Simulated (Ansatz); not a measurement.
This TmZnS3 structure is the end of a relaxation. The cell was found from a structure generator's guess, not taken from experiment.

Level of theory: Ansatz, DFT PBE, scalar-relativistic, plane waves, PAW, and for the lanthanide a 4f-in-core norm-conserving potential. Cutoff 690 eV, Γ-centred mesh, Gaussian smearing, no spin polarisation.

```cif
data_structure
_symmetry_space_group_name_H-M 'P 1'
_symmetry_Int_Tables_number 1
_cell_length_a 5.3706
_cell_length_b 5.3706
_cell_length_c 6.0791
_cell_angle_alpha 90.000
_cell_angle_beta 90.000
_cell_angle_gamma 120.000
_cell_volume 151.85
loop_
_atom_site_label
_atom_site_type_symbol
_atom_site_fract_x
_atom_site_fract_y
_atom_site_fract_z
_atom_site_occupancy
Tm1 Tm 0.00000 0.00000 0.50000 1
Zn1 Zn 0.00000 0.00000 0.00000 1
S1 S 0.50000 0.00000 0.50000 1
S2 S 0.00000 0.50000 0.50000 1
S3 S 0.50000 0.50000 0.50000 1
```

Energies over the elements count from the elements' standard structures at the same level, with no fitted energy shifts.

Question: Find its symmetry and describe it.

Answer: P6/mmm (No. 191). Conventional cell: a = 5.371 Å, c = 6.079 Å. Tm is surrounded by 6 S at 2.69 Å and 2 Zn at 3.04 Å; Zn is surrounded by 2 Tm at 3.04 Å; S is surrounded by 2 Tm at 2.69 Å and 4 S at 2.69 Å.

Question: How far does it lie from the elements in energy?

Answer: −0.29 eV/atom.

Question: Is it a metal?

Answer: Yes, bands cross the Fermi level on the 12×12×6 mesh.

The last run used a 12×12×6 mesh (in the run's order of axes) for its 5-atom cell and Gaussian smearing of 0.10 eV. An odd number of valence electrons (the lanthanide is held trivalent, its 4f shell in the core) allows no gap without spin; another valence of the lanthanide, a larger cell or a magnetic state could open one. The reference form of S is held partly by dispersion forces, which this level lacks. Symmetry constrained the relaxation, so the result can be a saddle point. Another cell of TmZnS3 relaxed alike, in P4/mmm, lies 0.39 eV/atom lower, so this cell isn't the stable form at this level.

The lanthanide is trivalent by construction, without f bands, f moments or other valences. The reference runs of the other elements, and any phases without the lanthanide, used 420 eV, which shifts energies against them by under 10 meV/atom. The lanthanide's reference is the lowest of its hcp, dhcp and fcc cells.
